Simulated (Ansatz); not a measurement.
## Band table of Ca2Pd (fluorite type)

```
CELL_PARAMETERS angstrom
0.00000 2.76034 2.76034
2.76034 0.00000 2.76034
2.76034 2.76034 0.00000
ATOMIC_POSITIONS crystal
Pd 0.00000 0.00000 0.00000
Ca 0.25000 0.25000 0.25000
Ca 0.75000 0.75000 0.75000
```

The cell comes from a relaxation on PAW files under the same functional, begun from a prototype that needn't be the stable phase.

All numbers are PBEsol results (scalar-relativistic) from Ansatz 0.2.0, with a Γ-centred 9×9×9 k mesh, Fermi–Dirac smearing of 0.05 eV, no spin polarisation. Methods: LAPW: all electrons, basis error target 0.5 meV/atom.

This run: volume at 0.5 of the series' base cell.

Path points, in fractions of the reciprocal vectors: Γ (0.000, 0.000, 0.000), X (0.500, 0.000, 0.500), U (0.625, 0.250, 0.625), K (0.375, 0.375, 0.750), L (0.500, 0.500, 0.500), W (0.500, 0.250, 0.750). The distance column jumps between branches of the path. Levels in eV from the Fermi level; bands 20 to 37, counted from the lowest band of the run. The gap is zero, the pressure 102.6 GPa.

```
# k(1/Å) point b20 b21 b22 b23 b24 b25 b26 b27 b28 b29 b30 b31 b32 b33 b34 b35 b36 b37
0.000 Γ -22.38 -22.38 -22.38 -20.89 -20.89 -20.89 -6.29 -6.29 -5.59 -4.65 -4.65 -4.65 -0.82 -0.82 -0.82 2.53 2.53 7.72
0.142 - -22.38 -22.38 -22.32 -20.98 -20.89 -20.89 -6.26 -6.25 -5.47 -4.70 -4.70 -4.68 -0.92 -0.67 -0.67 2.47 2.61 7.49
0.285 - -22.39 -22.39 -22.14 -21.23 -20.88 -20.88 -6.21 -6.15 -5.11 -4.83 -4.83 -4.77 -1.14 -0.22 -0.22 2.29 2.80 6.90
0.427 - -22.39 -22.39 -21.86 -21.58 -20.87 -20.87 -6.18 -5.99 -4.98 -4.98 -4.92 -4.57 -1.34 0.45 0.45 2.02 3.01 6.16
0.569 - -22.40 -22.40 -21.98 -21.53 -20.86 -20.86 -6.19 -5.80 -5.13 -5.13 -5.12 -3.90 -1.44 1.30 1.30 1.68 3.11 5.41
0.711 - -22.40 -22.40 -22.36 -21.17 -20.85 -20.85 -6.26 -5.58 -5.37 -5.23 -5.23 -3.15 -1.43 1.32 2.28 2.28 2.96 4.59
0.854 - -22.66 -22.41 -22.41 -20.86 -20.84 -20.84 -6.35 -5.60 -5.38 -5.31 -5.31 -2.38 -1.36 1.01 2.52 3.34 3.34 3.98
0.996 - -22.86 -22.41 -22.41 -20.84 -20.84 -20.65 -6.42 -5.78 -5.35 -5.35 -5.23 -1.72 -1.27 0.78 1.95 3.61 3.96 3.96
1.138 X -22.93 -22.41 -22.41 -20.84 -20.84 -20.57 -6.45 -5.85 -5.36 -5.36 -5.18 -1.45 -1.19 0.70 1.66 3.49 3.87 3.87
1.188 - -22.93 -22.41 -22.41 -20.84 -20.84 -20.57 -6.45 -5.85 -5.37 -5.36 -5.18 -1.45 -1.17 0.72 1.63 3.43 3.87 3.95
1.239 - -22.92 -22.40 -22.40 -20.85 -20.85 -20.57 -6.43 -5.85 -5.38 -5.36 -5.19 -1.46 -1.10 0.76 1.55 3.29 3.85 4.14
1.289 - -22.91 -22.40 -22.38 -20.87 -20.86 -20.58 -6.40 -5.84 -5.40 -5.36 -5.20 -1.46 -1.00 0.84 1.43 3.12 3.82 4.38
1.339 - -22.90 -22.39 -22.36 -20.90 -20.89 -20.59 -6.36 -5.83 -5.42 -5.35 -5.22 -1.47 -0.85 0.94 1.30 2.93 3.77 4.66
1.390 - -22.88 -22.38 -22.33 -20.94 -20.91 -20.60 -6.32 -5.81 -5.44 -5.34 -5.25 -1.49 -0.68 1.07 1.16 2.72 3.70 4.88
1.440 - -22.85 -22.36 -22.30 -20.98 -20.95 -20.61 -6.27 -5.79 -5.47 -5.34 -5.28 -1.51 -0.48 1.02 1.23 2.52 3.60 4.77
1.490 - -22.83 -22.34 -22.26 -21.03 -20.98 -20.63 -6.22 -5.77 -5.49 -5.32 -5.31 -1.54 -0.25 0.88 1.41 2.33 3.47 4.65
1.541 U -22.80 -22.32 -22.22 -21.09 -21.03 -20.64 -6.18 -5.73 -5.50 -5.35 -5.31 -1.57 -0.02 0.73 1.62 2.16 3.31 4.54
2.237 K -22.80 -22.32 -22.22 -21.09 -21.03 -20.64 -6.18 -5.73 -5.50 -5.35 -5.31 -1.57 -0.02 0.73 1.62 2.16 3.31 4.54
2.388 - -22.70 -22.21 -22.06 -21.28 -21.19 -20.70 -6.08 -5.61 -5.51 -5.47 -5.25 -1.76 0.23 0.69 1.93 2.37 2.67 4.07
2.539 - -22.60 -22.06 -21.86 -21.50 -21.39 -20.75 -6.01 -5.61 -5.49 -5.46 -5.16 -2.14 -0.28 1.21 1.91 2.05 3.28 3.73
2.690 - -22.51 -21.85 -21.73 -21.64 -21.62 -20.80 -5.96 -5.76 -5.42 -5.36 -5.06 -2.76 -0.61 1.15 1.31 2.19 3.60 3.94
2.841 - -22.45 -21.94 -21.85 -21.60 -21.42 -20.83 -5.96 -5.91 -5.33 -5.23 -4.94 -3.54 -0.78 0.46 0.98 2.24 3.27 4.71
2.992 - -22.41 -22.12 -22.06 -21.34 -21.21 -20.86 -6.05 -6.04 -5.18 -5.06 -4.83 -4.30 -0.85 -0.10 0.41 2.32 2.97 5.71
3.143 - -22.39 -22.26 -22.23 -21.11 -21.04 -20.88 -6.17 -6.16 -5.14 -4.88 -4.77 -4.73 -0.86 -0.50 -0.19 2.42 2.74 6.70
3.294 - -22.38 -22.35 -22.34 -20.95 -20.93 -20.89 -6.26 -6.25 -5.46 -4.72 -4.71 -4.67 -0.84 -0.74 -0.65 2.50 2.58 7.45
3.445 Γ -22.38 -22.38 -22.38 -20.89 -20.89 -20.89 -6.29 -6.29 -5.59 -4.65 -4.65 -4.65 -0.82 -0.82 -0.82 2.53 2.53 7.72
3.568 - -22.37 -22.37 -22.36 -20.92 -20.91 -20.91 -6.26 -6.26 -5.50 -4.70 -4.67 -4.67 -0.81 -0.75 -0.75 2.54 2.54 7.50
3.691 - -22.33 -22.33 -22.31 -21.01 -20.96 -20.96 -6.20 -6.20 -5.26 -4.81 -4.73 -4.73 -0.80 -0.53 -0.53 2.57 2.57 6.94
3.814 - -22.27 -22.27 -22.23 -21.13 -21.04 -21.04 -6.11 -6.11 -5.17 -4.82 -4.82 -4.66 -0.81 -0.19 -0.19 2.63 2.63 6.24
3.937 - -22.19 -22.19 -22.14 -21.27 -21.14 -21.14 -6.01 -6.01 -5.31 -4.90 -4.90 -4.13 -0.89 0.25 0.25 2.73 2.73 5.58
4.061 - -22.09 -22.09 -22.04 -21.42 -21.26 -21.26 -5.91 -5.91 -5.44 -4.97 -4.97 -3.51 -1.05 0.76 0.76 2.90 2.90 5.08
4.184 - -21.97 -21.97 -21.94 -21.55 -21.38 -21.38 -5.85 -5.85 -5.52 -5.01 -5.01 -2.90 -1.28 1.26 1.26 3.15 3.15 4.79
4.307 - -21.86 -21.86 -21.86 -21.65 -21.51 -21.51 -5.81 -5.81 -5.56 -5.03 -5.03 -2.37 -1.54 1.67 1.67 3.48 3.48 4.44
4.430 L -21.81 -21.79 -21.79 -21.71 -21.58 -21.58 -5.80 -5.80 -5.57 -5.03 -5.03 -2.08 -1.75 1.84 1.84 3.85 3.85 3.99
4.531 - -21.93 -21.92 -21.79 -21.63 -21.51 -21.47 -5.82 -5.79 -5.57 -5.06 -5.04 -2.06 -1.66 1.80 1.88 3.64 3.73 3.88
4.631 - -22.10 -22.10 -21.78 -21.62 -21.34 -21.31 -5.86 -5.75 -5.58 -5.13 -5.07 -2.02 -1.44 1.69 2.01 3.22 3.53 3.68
4.732 - -22.27 -22.25 -21.75 -21.63 -21.15 -21.15 -5.92 -5.69 -5.59 -5.24 -5.12 -1.95 -1.10 1.53 2.23 2.77 3.31 3.43
4.833 - -22.43 -22.38 -21.73 -21.64 -21.01 -20.99 -5.97 -5.66 -5.58 -5.36 -5.18 -1.85 -0.71 1.36 2.31 2.52 3.09 3.23
4.933 - -22.56 -22.48 -21.70 -21.65 -20.90 -20.85 -6.01 -5.66 -5.53 -5.47 -5.23 -1.74 -0.30 1.20 1.89 2.71 2.89 3.25
5.034 - -22.66 -22.56 -21.68 -21.65 -20.82 -20.74 -6.02 -5.67 -5.58 -5.48 -5.28 -1.63 0.08 1.06 1.51 2.67 2.73 3.64
5.134 - -22.72 -22.60 -21.67 -21.66 -20.78 -20.67 -6.02 -5.68 -5.65 -5.45 -5.31 -1.55 0.43 0.96 1.16 2.61 2.62 4.17
5.235 W -22.74 -22.62 -21.66 -21.66 -20.76 -20.65 -6.02 -5.68 -5.68 -5.44 -5.32 -1.52 0.66 0.93 0.93 2.59 2.59 4.50
5.306 - -22.76 -22.60 -21.81 -21.51 -20.76 -20.64 -6.05 -5.72 -5.64 -5.42 -5.32 -1.52 0.53 0.68 1.33 2.16 3.04 4.50
5.377 - -22.79 -22.56 -21.96 -21.36 -20.78 -20.63 -6.11 -5.76 -5.59 -5.38 -5.32 -1.51 0.15 0.77 1.72 1.78 3.50 4.49
5.448 - -22.83 -22.52 -22.09 -21.21 -20.79 -20.62 -6.19 -5.79 -5.53 -5.33 -5.32 -1.50 -0.21 0.90 1.45 2.11 3.92 4.45
5.520 - -22.86 -22.48 -22.20 -21.09 -20.81 -20.60 -6.27 -5.81 -5.48 -5.34 -5.27 -1.48 -0.54 1.07 1.18 2.47 4.23 4.37
5.591 - -22.89 -22.45 -22.29 -20.98 -20.82 -20.59 -6.35 -5.83 -5.43 -5.35 -5.23 -1.47 -0.81 0.97 1.26 2.82 4.23 4.24
5.662 - -22.91 -22.43 -22.36 -20.90 -20.83 -20.58 -6.40 -5.84 -5.40 -5.36 -5.20 -1.46 -1.02 0.82 1.45 3.12 4.07 4.10
5.733 - -22.93 -22.41 -22.40 -20.85 -20.83 -20.57 -6.44 -5.85 -5.37 -5.36 -5.18 -1.45 -1.15 0.73 1.60 3.37 3.93 3.96
5.804 X -22.93 -22.41 -22.41 -20.84 -20.84 -20.57 -6.45 -5.85 -5.36 -5.36 -5.18 -1.45 -1.19 0.70 1.66 3.49 3.87 3.87
```
